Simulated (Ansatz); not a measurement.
TiAl3 (D022 type, space group I4/mmm): scan of one atom of the cell

TiAl3 (D022 type, space group I4/mmm)

```
CELL_PARAMETERS angstrom
     -1.92294     1.92294     4.30997
      1.92294    -1.92294     4.30997
      1.92294     1.92294    -4.30997
ATOMIC_POSITIONS crystal
  Al 0.50000 0.50000 0.00000
  Al 0.75000 0.25000 0.50000
  Al 0.25000 0.75000 0.50000
  Ti 0.00000 0.00000 0.00000
```

In this cell atom 4 (Ti, nearest neighbour Al at 2.719 Å; its periodic images, 3.8 Å or more away, move with it) is moved by s along Cartesian z, unit vector (0.000, 0.000, 1.000); all other atoms and the cell stay fixed.

Method: PBE (plane waves to 420 eV, PAW, scalar-relativistic; Ansatz, an electronic-structure program). k mesh 14×14×14 (Γ-centred), Fermi-Dirac smearing 0.05 eV. The energy includes the smearing's −TS. Compression counts positive. With partly filled bands, energies and forces of such displacements shift with the k mesh and the smearing. F∥ is the force on the atom along that direction. TiAl3 is run without spin polarisation. TiAl3 was relaxed with its symmetry unable to fall. ΔE is measured from the undisplaced structure.

```tsv
s (Å)	ΔE (meV/cell)	F∥ (eV/Å)	P (GPa)
-0.540	1132	4.338	7.2
-0.432	715	3.396	4.6
-0.324	397	2.491	2.6
-0.216	175	1.632	1.2
-0.108	44	0.807	0.3
0.000	0	0.000	0.0
0.108	44	-0.807	0.3
0.216	175	-1.632	1.2
0.324	397	-2.491	2.6
0.432	715	-3.396	4.6
0.540	1132	-4.338	7.2
```

Derived quantities:

Energy at s = 0.540 Å: 1132 meV/cell
Force along the line at s = -0.540 Å: 4.34 eV/Å
Symmetry of the curve: even: the same for both signs
Shape of the curve: a single well with its minimum at or next to zero displacement
Force constant k = d²E/ds² at s = 0 (finite differences): 7.45 eV/Å²
Harmonic estimate at the end of the scan: ½ks² = 1086 meV/cell against the computed 1132 meV/cell, so the well is close to harmonic there

(For displaced atoms, the force is minus the slope of the energy, and its curvature is a force constant, which sets phonon frequencies.)
